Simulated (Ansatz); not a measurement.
Ansatz 0.2.0, relaxation: B2Pb

Launch command:

```bash
ansatz run input.yaml --threads 2 --pin off --max-ram 3584MiB --backend cpu --events-out ev --progress --plain --runs-dir out
```

The input file (Ansatz 0.2.0, plane waves):

```yaml
crystal:
  lattice:
    - [0.0, 3.899069, 0.0]
    - [3.899069, 0.0, 0.0]
    - [1.949534, 1.949534, -6.0929]
  atoms:
    - { symbol: Pb, position: [0.875, 0.125, 0.75] }
    - { symbol: Pb, position: [0.125, 0.875, 0.25] }
    - { symbol: B, position: [0.54103, 0.29103, 0.41794] }
    - { symbol: B, position: [0.29103, 0.54103, 0.91794] }
    - { symbol: B, position: [0.45897, 0.70897, 0.58206] }
    - { symbol: B, position: [0.70897, 0.45897, 0.08206] }
  symmetry: { tolerance: 0.0003 }
kpoints:
  mp_grid: { grid: [7, 7, 7], shift: [0, 0, 0] }
magnetization:
  spin_polarized: false
scf:
  occupations: { method: fermi_dirac }
  lower_state_search: "off"
hamiltonian:
  pseudopotentials: { kind: paw }
  xc: pbe
basis:
  ecutwfc: 420
  fft_grid_basis: typed
relax:
  max_steps: 40
output:
  forces: true
  stress: true
  eigenvalues: true
  bader: true
  populations: true
  elf: true
  write_potential: true
  volumetric_format: npy
  dos:
    e_range: [-12, 8]
    de: 0.05
    projected: { site_lists: { B: [B], Pb: [Pb] } }
checkpoint:
  read: saved_state
```

Origin of the cell: a known structure type with other elements, at an estimated volume, so it need not be a known compound.

The smearing width isn't typed, so it takes its default of 0.1 eV.

The saved state is a converged single point of the same cell.

Output (shortened):

```
SCF iter   1: F=—  HF=-24429.049087 eV  Δρ=7.38e-4  dr2=6.05e-4
SCF iter   2: F=—  HF=-24429.049038 eV  Δρ=4.68e-4  dr2=2.63e-4
SCF iter   3: F=—  HF=-24429.048985 eV  Δρ=7.10e-5  dr2=7.23e-6
SCF iter   4: F=—  HF=-24429.048976 eV  Δρ=2.48e-5  dr2=7.37e-7
SCF iter   5: F=-24429.048976 eV  HF=-24429.048976 eV  Δρ=4.33e-6  dr2=1.39e-8
relax step   1: F+E_penalty+E_count = -24429.048976 eV  Δ(F+E_penalty+E_count) = +0.000e0 eV  max|allowed force component| = 8.257e-1 eV/Å  Δτ_max = 0.0000 Å  (5 SCF iters, accepted)
relax step   2: F+E_penalty+E_count = -24429.187610 eV  Δ(F+E_penalty+E_count) = -1.386e-1 eV  max|allowed force component| = 6.881e-1 eV/Å  Δτ_max = 0.0453 Å  (4 SCF iters, dr2 threshold 4.26e-5 eV, accepted)
relax step   3: F+E_penalty+E_count = -24429.247782 eV  Δ(F+E_penalty+E_count) = -6.017e-2 eV  max|allowed force component| = 5.608e-1 eV/Å  Δτ_max = 0.0240 Å  (4 SCF iters, dr2 threshold 2.96e-5 eV, accepted)
relax step   4: F+E_penalty+E_count = -24429.324029 eV  Δ(F+E_penalty+E_count) = -7.625e-2 eV  max|allowed force component| = 4.071e-2 eV/Å  Δτ_max = 0.0581 Å  (4 SCF iters, dr2 threshold 1.00e-4 eV, accepted)
relax step   5: F+E_penalty+E_count = -24429.324031 eV  Δ(F+E_penalty+E_count) = -1.138e-6 eV  max|allowed force component| = 3.927e-2 eV/Å  Δτ_max = 0.0000 Å  (3 SCF iters, accepted)
relax step   6: F+E_penalty+E_count = -24429.324282 eV  Δ(F+E_penalty+E_count) = -2.517e-4 eV  max|allowed force component| = 4.871e-4 eV/Å  Δτ_max = 0.0031 Å  (4 SCF iters, accepted)
SCF 6 converged in 4 iterations: F = -24429.324282 eV  dr2 = 2.27e-8
SCF converged after 4 iterations
Free energy (F): -24429.324282 eV
Harris-Foulkes:  -24429.324282 eV  (|F-HF|=2.83e-9)
Internal energy: -24429.253882 eV  (E = F + TS)
E sigma→0 (E₀):  -24429.289082 eV
Entropy (-TS):   -0.070400 eV (-11.733 meV/atom)
Fermi energy:    10.152278 eV
--- Per-component energies (eV) ---
  E_band       = -32.548639
  E_kinetic    = 741.906692
  E_local      = -2123.785137  (includes V_loc(G=0)·N_el)
  E_nonlocal   = 749.800810
  E_hartree    = 841.720894
  E_xc         = -561.378793
  E_vxc        = -406.174508  (∫ρ·V_xc dr)
  E_paw        = -21123.837300  (= ΣΔE_a)
  E_vpaw       = -677.738067  (= ΣTr[D̂ρ^β])
  E_aug_tail   = 0.000096  (compensation charges beyond the density's cutoff)
  E_ewald      = -2953.681143
  E_smearing   = -0.070400  (= −TS)
  Σ components = -24429.324282   (vs F -24429.324282, Δ=0.00e0)
--- Forces (eV/Å), atoms counted from 1 ---
  atom   1  Pb     0.000000    -0.000000     0.000000
  atom   2  Pb    -0.000000     0.000000    -0.000000
  atom   3  B      0.000000     0.000000     0.000487
  atom   4  B      0.000000     0.000000     0.000487
  atom   5  B     -0.000000    -0.000000    -0.000487
  atom   6  B     -0.000000    -0.000000    -0.000487
  max |Σ_I F_I| component: 2.78e-17 eV/Å
--- Stress (GPa, compression-positive) ---
       -6.497192      -0.000000      -0.000000
       -0.000000      -6.497192      -0.000000
       -0.000000      -0.000000     -12.632554
  P = ⅓ Tr σ = -8.5423 GPa (-85.423 kbar)
--- Relaxed structure (6 steps of the walk, 6 accepted, 0 SCFs on fresh bases) ---
  F+E_penalty+E_count = -24429.324282 eV   max|allowed force component| = 4.871e-4 eV/Å
  atoms:
    - { symbol: Pb, position: [0.875, 0.125, 0.750000] }
    - { symbol: Pb, position: [0.125, 0.875, 0.250000] }
    - { symbol: B, position: [0.551745, 0.301745, 0.396511] }
    - { symbol: B, position: [0.301745, 0.551745, 0.896511] }
    - { symbol: B, position: [0.448255, 0.698255, 0.603489] }
    - { symbol: B, position: [0.698255, 0.448255, 0.103489] }
--- Löwdin populations: 6 sites ---
  site symbol       q [e]
     0     Pb     13.2551
     1     Pb     13.2551
     2      B      3.3338
     3      B      3.3338
     4      B      3.3338
     5      B      3.3338
  spilling = 0.003866 (of n_electrons = 40.000000)
--- Bader charges: 6 sites ---
  site symbol  charge [e]  shift [e]
     0     Pb      0.6911     0.0000
     1     Pb      0.6910     0.0000
     2      B     -0.3455     0.0000
     3      B     -0.3456     0.0000
     4      B     -0.3455     0.0000
     5      B     -0.3455     0.0000
  estimated error of the sums over rays = 6.0e-4 e
```

Before:

Space group I4_1/amd (No. 141); the run's cell has a = 3.899 Å, b = 3.899 Å, c = 6.688 Å, α = 73.05°, β = 73.05°, γ = 90.00°. Shortest distances: B–B 2.05 Å, B–Pb 2.81 Å.

The relaxed structure.

Space group I4_1/amd (No. 141); the run's cell has a = 3.899 Å, b = 3.899 Å, c = 6.688 Å, α = 73.05°, β = 73.05°, γ = 90.00°. Shortest distances: B–B 1.79 Å, B–Pb 2.90 Å.

| Item | Value |
| --- | --- |
| Free energy lowered by | 45.9 meV/atom |
| Final pressure | -8.54 GPa |
| Relaxation steps listed | 6 |

Caveats: no spin-orbit coupling, though heavy elements are present; the SCF threshold is looser than advised for a stress; the relaxation held the start's symmetry, so the end may be a saddle point.

It ran for 35 s of wall time on 2 CPU thread(s) of a shared host, from a saved density.
